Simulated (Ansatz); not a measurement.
AlNi₃ (Cu3Au type)

```xyz
4
Lattice="3.5261 0.0000 0.0000 0.0000 3.5261 0.0000 0.0000 0.0000 3.5261" Properties=species:S:1:pos:R:3 pbc="T T T"
Ni     0.0000     1.7631     1.7631
Ni     1.7631     1.7631     0.0000
Ni     1.7631     0.0000     1.7631
Al     0.0000     0.0000     0.0000
```

The slice is a {210} plane (indices of the conventional cell) through the point (0.000, 0.000, 0.000) (fractional), spanned by u = [100] and v = [021] in vectors of this cell: u (3.53 Å) and v (7.88 Å, at 90° to u). It covers one period; positions are fractions (u, v).

All values below come from r2SCAN (plane waves to 500 eV, PAW, scalar-relativistic; Ansatz, a program for electronic structure). k mesh 13×13×13. Near the nuclei the fields are pseudised (PAW); where an atom keeps semicore shells as valence, they peak there. AlNi3 was relaxed with its symmetry unable to fall. Relaxed AlNi3 ends ferromagnetic. Other magnetic orders were not checked, so this need not be the ground state.

Predict the map of the ELF of the down spins on the slice.


| v \ u | 0.00 | 0.09 | 0.18 | 0.27 | 0.36 | 0.45 | 0.55 | 0.64 | 0.73 | 0.82 | 0.91 |
|---|---|---|---|---|---|---|---|---|---|---|---|
| 0.88 | 0.46 | 0.50 | 0.51 | 0.40 | 0.24 | 0.19 | 0.19 | 0.24 | 0.40 | 0.51 | 0.50 |
| 0.75 | 0.19 | 0.17 | 0.25 | 0.31 | 0.18 | 0.19 | 0.19 | 0.18 | 0.31 | 0.25 | 0.17 |
| 0.62 | 0.21 | 0.21 | 0.31 | 0.36 | 0.23 | 0.18 | 0.18 | 0.23 | 0.36 | 0.31 | 0.21 |
| 0.50 | 0.32 | 0.30 | 0.20 | 0.21 | x | x | x | x | 0.21 | 0.20 | 0.30 |
| 0.38 | 0.21 | 0.21 | 0.31 | 0.36 | 0.23 | 0.18 | 0.18 | 0.23 | 0.36 | 0.31 | 0.21 |
| 0.25 | 0.19 | 0.17 | 0.25 | 0.31 | 0.18 | 0.19 | 0.19 | 0.18 | 0.31 | 0.25 | 0.17 |
| 0.12 | 0.46 | 0.50 | 0.51 | 0.40 | 0.24 | 0.19 | 0.19 | 0.24 | 0.40 | 0.51 | 0.50 |
| 0.00 | x | x | 0.10 | 0.40 | 0.40 | 0.33 | 0.33 | 0.40 | 0.40 | 0.10 | x |

Values: ELF of the down spins. Points within 0.5 Å of a nucleus are blanked (x), as the pseudised field means little there.
